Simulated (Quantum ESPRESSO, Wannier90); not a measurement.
**Tight-binding from DFT: BaTiO3 (Amm2)**

```yaml
crystal:
  lattice:
    - [3.98333, 0.00000, 0.00000]
    - [0.00000, 2.86259, 2.87534]
    - [0.00000, -2.86259, 2.87534]
  atoms:
    - { symbol: Ba, position: [0.00000, 0.00341, 0.00341] }
    - { symbol: Ti, position: [0.50000, 0.51850, 0.51850] }
    - { symbol: O, position: [0.50000, 0.97843, 0.49135] }
    - { symbol: O, position: [0.50000, 0.49135, 0.97843] }
    - { symbol: O, position: [0.00000, 0.48820, 0.48820] }
```

Structure: Materials Project mp-5777, symmetrised, not relaxed again. COD (Crystallography Open Database) has the formula in 5 space groups, this one among them (matched by group alone). Method: LDA plane waves in Quantum ESPRESSO 7.5 (PseudoDojo norm-conserving files, 68 Ry, no spin polarisation, no spin-orbit coupling), Bloch states on a 6×6×6 mesh through Γ, Wannier90 4.0.1. Density: 8×8×8 mesh, cold smearing 0.01 Ry. Spin-orbit coupling is left out although heavy elements are present.

Functional, cutoff and mesh named above are those of the base row (6×6×6); the first column says what each row takes instead. Model: 12 functions from bands 6-8,12-20, start SCDM (isolated) (the valence bands). Energies are relative to the valence-band maximum; the misfit is to pw.x on a path, for all bands of the set. Only the mesh of Bloch states changes. Ω_total can sit in another minimum from row to row; Ω_I of an isolated set cannot.

| mesh | Ω_I (Å²) | Ω_total (Å²) | rms misfit (meV) | k-points (cost) | rough cost of nscf and overlaps (first row = 1) |
|---|---|---|---|---|---|
| 3×3×3 | 11.55 | 12.92 | 42 | 27 | – |
| 4×4×4 | 12.37 | 13.74 | 6.5 | 64 | – |
| 5×5×5 | 12.79 | 14.14 | 4.3 | 125 | – |
| 6×6×6 | 13.02 | 14.37 | 1.0 | 216 | – |
| 7×7×7 | 13.17 | 14.51 | 0.7 | 343 | – |
